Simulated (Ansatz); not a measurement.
**Phonon dispersion of PtS$_{2}$**

Method: DFT PBE, scalar-relativistic, plane waves, PAW in Ansatz. Cutoff 420 eV, 12×12×4 k-points (Γ-centred), fixed occupations. No spin polarisation. Phonons by linear response, acoustic sum rule imposed.

Equilibrium structure at this level:
```xyz
3
Lattice="3.5765 0.0000 0.0000 -1.7883 3.0974 0.0000 0.0000 0.0000 6.4970" Properties=species:S:1:pos:R:3 pbc="T T T"
Pt    0.0000    0.0000    0.0000
S     0.0000    2.0649    1.2276
S     1.7883    1.0325    5.2694
```

It was relaxed at this level from a cell as deposited in COD. Spin–orbit coupling is left out, which matters for heavy elements. The q mesh is coarse, so values between its points are rough. No dispersion correction is applied, so modes and constants that involve weak contacts between layers, chains or molecules come out too soft.

Force constants from linear response on a 2×2×1 q mesh.

Path: Γ–M–K–Γ–A–L–H–A | L–M | H–K. Only the points of the 2×2×1 mesh were computed; the rest is interpolation, which is rough on so few points. On the mesh no mode is imaginary. Distance along the path (Å⁻¹), then the branches (cm⁻¹, negative for imaginary; the LO field is included):
```
0.000  0 0 0 287 287 306 317 318 324
0.254  28 49 73 284 292 308 313 320 323
0.507  61 91 135 278 291 310 310 316 330
0.761  90 120 178 274 276 309 312 316 336
1.014  102 130 194 266 273 308 310 318 337
1.161  103 135 192 266 274 309 309 318 336
1.307  104 148 189 268 277 308 312 316 331
1.454  106 163 183 270 278 306 315 316 325
1.600  107 175 175 274 274 306 318 319 319
1.893  98 150 178 270 282 306 309 324 324
2.186  69 110 146 282 283 307 313 321 326
2.478  32 57 83 285 290 310 313 320 323
2.771  0 0 0 287 287 306 317 318 324
2.832  0 0 0 287 287 306 306 317 324
2.952  0 0 0 287 287 306 306 317 324
3.073  0 0 0 287 287 306 306 317 324
3.194  0 0 0 287 287 306 306 317 324
3.381  14 25 37 286 289 306 310 316 323
3.635  44 71 106 280 294 309 310 319 325
3.889  76 107 159 275 284 310 312 314 333
4.142  99 127 190 269 273 309 310 318 337
4.342  102 131 193 266 273 309 310 318 337
4.489  103 141 191 267 276 308 310 317 334
4.635  105 156 186 269 278 307 314 316 328
4.781  107 170 179 272 276 306 317 317 322
5.001  105 164 181 270 279 306 313 322 322
5.294  85 132 166 275 283 306 310 324 326
5.587  51 84 118 283 288 309 316 317 324
5.879  16 29 43 286 289 307 311 316 323
6.026  102 130 194 266 273 308 310 318 337
6.147  102 130 194 266 273 308 310 318 337
6.268  102 130 194 266 273 308 310 318 337
6.388  102 130 194 266 273 308 310 318 337
6.509  102 130 194 266 273 308 310 318 337
6.570  107 175 175 274 274 306 318 319 319
6.691  107 175 175 274 274 306 318 319 319
6.811  107 175 175 274 274 306 318 319 319
6.932  107 175 175 274 274 306 318 319 319
```
